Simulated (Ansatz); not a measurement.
An Ansatz input:

```yaml
crystal:
  lattice:
    - [0.0, 3.5796892456, 3.5796892456]
    - [3.5796892456, 0.0, 3.5796892456]
    - [3.5796892456, 3.5796892456, 0.0]
  atoms:
    - { symbol: Lu, position: [0.125, 0.125, 0.125] }
    - { symbol: Lu, position: [0.875, 0.875, 0.875] }
hamiltonian:
  xc: lda
  pseudopotentials:
    kind: paw
    azcp:
      Lu: "pseudopotentials/Lu.paw.azcp"
basis:
  ecutwfc: 420
  fft_grid_basis: typed
kpoints:
  mp_grid: { grid: [9, 9, 9], shift: [0, 0, 0] }
magnetization:
  spin_polarized: false
scf:
  occupations: { method: fermi_dirac, width: 0.1 }
  lower_state_search: "off"
output:
  stress: true
  write_density: true
  write_potential: true
  elf: true
  volumetric_format: npy
```

Terminal output

```
Warning: the record states the generating functional pbe (its physics header spells it `PBE`), which answers neither for hamiltonian.xc's functional nor for the lda family's — results may be inconsistent (PPs are generated against a specific XC)
band count auto-derived: 31 (N_el = 50.0; filled up to band 25; 30 by the electrons, moments and atoms)
Engine: ansatz 0.2.0, aarch64-unknown-linux-gnu
Pseudopotentials: kind: paw
Pseudopotential: Lu, paw, valence charge 25, recommended cutoff 420 eV (normal) 
Functional definition: SPW92
  exchange = slater_x
  correlation = pw_c
Crystal: 2 atoms, lattice volume = 91.742 Å³
Basis set: ecut = 420 eV, 1807 PW (Γ)
Bands: 31, of which v1, the nominal top of the filled ones, is band 25 counted from 1 (24 counted from 0)
Symmetry: 48 space group operations
Space group: Fd-3m (ITA 227), of the structure as read, at distance tolerance 4.5e-5 Å
k-points: 35 of 729
Non-local potential: Lu, projectors of the file, l = 0: 3, l = 1: 2, l = 2: 2, l = 3: 3
PAW form: soft (Blöchl's): semilocal exchange-correlation on the pseudo side does not see the compensation charge
PAW frozen core: Lu, regenerated for the run's functional, and the local potential with it (the file was generated under x = pbe(κ = 0.804, μ = 0.2195149727645171), c = pbe(β = 0.06672455060314922))
PAW one-centre angular grid: Lu, 590 points (default); XC on 64 Gauss nodes
Initial density: superposition of atomic densities (neutral atoms: chi_scale 0, normalization atom), corrected by the library's trained network
Initial wavefunctions: pseudopotential atomic-orbital guess
Functional: x = slater, c = lda
SCF iter   1: F=—  HF=-28981.784003 eV  |F-HF|=—  |Δ(HF+E_count)|=         —  Δρ=6.21e-3  dr2=5.62e-2  ethr=1.77e-3  ⟨swp⟩=5.7  Hψ=4590  notcnv=0
SCF iter   2: F=—  HF=-28981.791940 eV  |F-HF|=—  |Δ(HF+E_count)|=   7.94e-3  Δρ=5.64e-3  dr2=1.76e-2  ethr=1.12e-4  ⟨swp⟩=3.5  Hψ=3519  notcnv=0
SCF iter   3: F=—  HF=-28981.776351 eV  |F-HF|=—  |Δ(HF+E_count)|=   1.56e-2  Δρ=3.74e-3  dr2=1.22e-2  ethr=3.52e-5  ⟨swp⟩=3.2  Hψ=3194  notcnv=0
SCF iter   4: F=—  HF=-28981.767046 eV  |F-HF|=—  |Δ(HF+E_count)|=   9.31e-3  Δρ=1.46e-3  dr2=2.04e-3  ethr=2.44e-5  ⟨swp⟩=2.9  Hψ=2721  notcnv=0
SCF iter   5: F=—  HF=-28981.765157 eV  |F-HF|=—  |Δ(HF+E_count)|=   1.89e-3  Δρ=3.77e-4  dr2=1.26e-4  ethr=4.08e-6  ⟨swp⟩=3.1  Hψ=2883  notcnv=0
SCF iter   6: F=—  HF=-28981.765039 eV  |F-HF|=—  |Δ(HF+E_count)|=   1.18e-4  Δρ=4.33e-5  dr2=1.78e-6  ethr=2.53e-7  ⟨swp⟩=3.5  Hψ=2716  notcnv=0
SCF iter   7: F=—  HF=-28981.765038 eV  |F-HF|=—  |Δ(HF+E_count)|=   1.45e-6  Δρ=3.30e-6  dr2=1.18e-8  ethr=2.00e-10  ⟨swp⟩=12.9  Hψ=12869  notcnv=0
SCF iter   8: F=-28981.765038 eV  HF=-28981.765038 eV  |F-HF|=1.31e-10  |Δ(HF+E_count)|=   2.76e-9  Δρ=7.57e-7  dr2=2.06e-10  ethr=2.35e-11  ⟨swp⟩=8.8  Hψ=9403  notcnv=0
SCF 1 converged in 8 iterations: F = -28981.765038 eV  dr2 = 2.06e-10
SCF converged after 8 iterations
Free energy (F): -28981.765038 eV
Harris-Foulkes:  -28981.765038 eV  (|F-HF|=1.31e-10)
Internal energy: -28981.610949 eV  (E = F + TS)
E sigma→0 (E₀):  -28981.687993 eV
Entropy (-TS):   -0.154089 eV (-77.044 meV/atom)
Fermi energy:    7.275821 eV
--- Per-component energies (eV) ---
  E_band       = -363.066720
  E_kinetic    = 830.402467
  E_local      = -16498.103102  (includes V_loc(G=0)·N_el)
  E_nonlocal   = 1182.588149
  E_hartree    = 6972.561411
  E_xc         = -426.386964
  E_vxc        = -507.450632  (∫ρ·V_xc dr)
  E_paw        = -14275.774293  (= ΣΔE_a)
  E_vpaw       = 684.372300  (= ΣTr[D̂ρ^β])
  E_aug_tail   = 0.000060  (compensation charges beyond the density's cutoff)
  E_ewald      = -6771.535947
  E_core_change = 4.637270  (= ΣΔE_core)
  E_smearing   = -0.154089  (= −TS)
  E_closure    = 0.000000  (closes the sum)
  Σ components = -28981.765038   (vs F -28981.765038, Δ=0.00e0)
--- Stress (GPa, compression-positive) ---
       -0.936995       0.000000      -0.000000
        0.000000      -0.936995       0.000000
        0.000000      -0.000000      -0.936995
  P = ⅓ Tr σ = -0.9370 GPa (-9.370 kbar)
--- Band table (eV; the first three rows and the last of 35) ---
  k-point 0: bands = ["-49.6929", "-49.6129", "-20.5062", "-20.5062", "-20.5062", "-20.1432", "-20.1432", "-20.1432", "1.4566", "1.5072", "1.5072", "1.5072", "1.5268", "1.5268", "1.5268", "1.5698", "1.5698", "1.5698", "1.5896", "1.5896", "1.5896", "1.5970", "2.7246", "7.6036", "7.6036", "7.8114", "7.8114", "7.8114", "9.2737", "9.2737", "9.2737"]
  k-point 1: bands = ["-49.6911", "-49.6147", "-20.5109", "-20.5109", "-20.5048", "-20.1454", "-20.1383", "-20.1383", "1.4604", "1.5065", "1.5065", "1.5074", "1.5262", "1.5297", "1.5297", "1.5672", "1.5672", "1.5693", "1.5888", "1.5888", "1.5894", "1.5959", "2.8542", "7.4904", "7.4904", "7.7482", "7.9903", "7.9903", "8.9597", "9.2676", "9.2676"]
  k-point 2: bands = ["-49.6861", "-49.6197", "-20.5224", "-20.5224", "-20.5014", "-20.1510", "-20.1265", "-20.1265", "1.4692", "1.5066", "1.5066", "1.5078", "1.5245", "1.5346", "1.5346", "1.5616", "1.5616", "1.5675", "1.5862", "1.5862", "1.5891", "1.5930", "3.2279", "7.4144", "7.4144", "7.5771", "8.1777", "8.1777", "8.2611", "9.3386", "9.3386"]
  k-point 34: bands = ["-49.6583", "-49.6476", "-20.5842", "-20.5755", "-20.3609", "-20.2963", "-20.0730", "-20.0651", "1.4960", "1.5023", "1.5144", "1.5194", "1.5252", "1.5323", "1.5407", "1.5504", "1.5545", "1.5621", "1.5689", "1.5752", "1.5839", "1.5871", "5.5149", "6.2609", "6.6912", "6.7767", "8.3282", "8.4099", "8.4502", "8.9687", "10.6162"]
```
